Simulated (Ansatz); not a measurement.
A geometry of Y away from equilibrium: step 2 of the relaxation of a relaxed Y cell, doubled along one cell vector, shaken by Gaussian noise of σ = 0.08 Å a coordinate. Computed with r2SCAN (plane waves to 500 eV, PAW, scalar-relativistic; Ansatz, a quantum-chemistry and plane-wave program). Γ-centred k-mesh 11×11×6 on the run's cell (coarser than for final values), Fermi–Dirac smearing 0.05 eV.

```xyz
4
Lattice="-0.0114 2.8567 6.1899 1.8744 -0.0284 6.1996 3.7692 5.7686 -0.0325" Properties=species:S:1:pos:R:3:forces:R:3 pbc="T T T" free_energy=-15438.074 pressure_GPa=-0.1
Y      1.8547     2.8922    10.8149   -0.0299   -0.0138   -0.2276
Y      3.7630     5.7255    10.8193    0.0348    0.0949   -0.1817
Y      1.8715     2.7799     1.8362    0.0151   -0.0004    0.1506
Y      3.7596     5.6716     1.7575   -0.0199   -0.0806    0.2587
```

Positions in Å, forces in eV/Å, free energy of the cell in eV (comparable only within this code, potentials and settings). Largest force: 0.27 eV/Å, on Y4 (atoms numbered as listed); the geometry lies 0.15 eV/atom above the end of its relaxation.

No spin polarisation in the result.

The end of the path is a generated cell of Y: the first start was made by placing the elements on the sites of a structure type, and the end was not matched to a known phase here, so it may be hypothetical. Known forms of Y include space group No. 194.
